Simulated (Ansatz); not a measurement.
ZrO₂ (baddeleyite type, space group P2_1/c)

```xyz
12
Lattice="5.1543 0.0000 0.0000 0.0000 5.2257 0.0000 -0.8717 0.0000 5.2596" Properties=species:S:1:pos:R:3 pbc="T T T"
Zr     1.2404     0.2202     1.1031
Zr     3.4780     2.8331     1.5267
Zr     3.0421     5.0056     4.1565
Zr     0.8046     2.3927     3.7328
O      0.0543     1.7392     1.8130
O      4.6641     4.3521     0.8168
O      4.2283     3.4865     3.4466
O     -0.3816     0.8736     4.4428
O      1.9012     3.9573     2.5132
O      2.8172     1.3444     0.1166
O      2.3814     1.2684     2.7464
O      1.4653     3.8813     5.1429
```

Equation-of-state scan: isotropic scaling of the cell above, V₀ being its volume. The atoms relax within the cell's symmetry.

Level of theory: r2SCAN (plane waves to 500 eV, PAW, scalar-relativistic; Ansatz, a first-principles code). k mesh 5×5×5 (Γ-centred), Fermi-Dirac smearing 0.05 eV. E stands for the smeared free energy. Compression counts positive. The points do not follow one Birch-Murnaghan curve well, so no fit is quoted. ZrO2 is run without spin polarisation. ZrO2 was relaxed with its symmetry unable to fall. ΔE is measured from the relaxed starting cell.

```
V/V₀   ΔE (meV/atom)  P (GPa)
-----  -------------  -------
0.840          220.6     42.0
0.872          134.7     31.1
0.904           72.8     21.7
0.936           31.4     13.6
0.968            7.7      6.6
1.000            0.0      0.0
1.032            7.4     -6.1
1.064           27.9    -11.0
1.096           58.0    -14.0
1.128           91.6    -14.1
1.160          123.3    -12.8
```

Key numbers:

```
Quantity                                        Result
--------------------------------------  --------------
Pressure at the smallest volume               42.0 GPa
Energy cost of the largest compression  220.6 meV/atom
Energy cost of the largest expansion    123.3 meV/atom
```

The 11 points together took around 30 core-minutes (rough).

(A scan under strain: stresses follow from slopes of the energy per volume, elastic moduli from its curvatures.)
